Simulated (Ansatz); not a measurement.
Ru (P6_3/mmc), stationary points along a deformation path

Method: DFT PBEsol, scalar-relativistic, plane waves, PAW (Ansatz 0.2.0). Settings: plane waves to 420 eV, k-mesh 24×24×12 (Γ-centred), Gaussian smearing 0.15 eV. No spin polarisation. Energies are free energies at this smearing, counted from the undisturbed cell; pressure is positive in compression.

The starting cell (as given, not relaxed at this level; it stands at -6.3 GPa):

```
Ru
1.0
     2.70580    0.00000    0.00000
    -1.35290    2.34329    0.00000
     0.00000    0.00000    4.28190
Ru
2
Direct
  0.33333 0.66667 0.25000
  0.66667 0.33333 0.75000
```

At fixed volume and fractional coordinates, lengths along (0.000, 0.000, 1.000) are scaled against those across it; ρ is that ratio over its starting value. V = 13.575 Å³/atom. Δσ is the stress along the axis less the mean stress across it (compression positive).

| ρ | ΔE (meV/atom) | Δσ (GPa) | space group |
| --- | --- | --- | --- |
| 0.800 | 507.2 | 67.40 | P6_3/mmc |
| 0.850 | 290.4 | 58.16 | P6_3/mmc |
| 0.920 | 79.2 | 34.31 | P6_3/mmc |
| 0.960 | 17.3 | 16.67 | P6_3/mmc |
| 1.000 | 0.0 | -1.74 | P6_3/mmc |
| 1.050 | 35.6 | -24.07 | P6_3/mmc |
| 1.100 | 127.2 | -45.70 | P6_3/mmc |
| 1.200 | 434.8 | -75.33 | P6_3/mmc |
| 1.300 | 814.7 | -93.43 | P6_3/mmc |

Q: How does the stress give the slope of the energy, and where is the energy stationary?

A: Along the path d ln(length) is 2/3 d ln ρ on the axis and −1/3 d ln ρ across it, so dE/d ln ρ = −(2/3) V Δσ: the energy falls with ρ where Δσ is positive. Δσ vanishes or changes sign between ρ = 0.960 and 1.000, a minimum (near 1.00 by linear interpolation). Pairs of stationary points between two samples would go unseen, and could change a minimum read from distant neighbours into a maximum.

Q: Integrate that slope from ρ = 1 to 1.200 by the trapezoid rule.

A: With V/N in Å³ and 1 eV/Å³ = 160.2 GPa the slopes at ρ = 1.000, 1.050, 1.100, 1.200 are 98, 1360, 2581, 4255 meV/atom per unit of ln ρ. The steps add 35.6 + 91.7 + 297.4 = 424.6 meV/atom, against 434.8 from the energies; the trapezoid rule misses the curvature of the slope within each step.

In a metal these slopes depend on the k mesh and the smearing.

Cost: 9 runs of about 1.3 core-minutes in all, on Arm Neoverse V2 (shared hosts).